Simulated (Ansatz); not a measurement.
Cu2GeSe3 in space group Imm2 (No. 44; Cu on 4d, Ge on 2b, Se on 4d, Se on 2a), PBE (plane waves, PAW; program Ansatz), all energies at zero smearing, with the estimated change up to a 700 eV cutoff added, with one set of potentials and settings (totals compare only within such a set). Cell of 6 atoms (2 Cu, 1 Ge, 3 Se): -33954.101 eV.

```json
[
 {"element": "Cu", "reference phase": "Fm-3m, 1 atoms in the cell", "E (eV/atom)": "-6625.1847"},
 {"element": "Ge", "reference phase": "Fd-3m, 2 atoms in the cell", "E (eV/atom)": "-4294.9907"},
 {"element": "Se", "reference phase": "P3_121, 3 atoms in the cell", "E (eV/atom)": "-5469.0896"}
]
```

Formation energy per atom, worked out: (-33954.101 − 2×(-6625.1847) − 1×(-4294.9907) − 3×(-5469.0896))/6 = -0.245 eV/atom (-24 kJ per mol of atoms), at 0 K, without zero-point energy or fitted corrections.

The first step of the workflow began from a Materials Project structure, measured or hypothetical; the Crystallography Open Database copy checked does not list it. COD files the formula under space group No. 9, so this cell is another polymorph or a model. With Cu and Ge taken as one species the cell has the higher symmetry F-43m, so it may be an ordered model of a mixed-site phase. Its standing as an ambient phase is unchecked. Symmetry was held in the PBE relaxation; its stability against distortions is not shown here. The run is not spin-polarised. The references are the lowest solids computed at this level, not always the standard phases.

Potentials: the earlier of the program's two PAW sets.
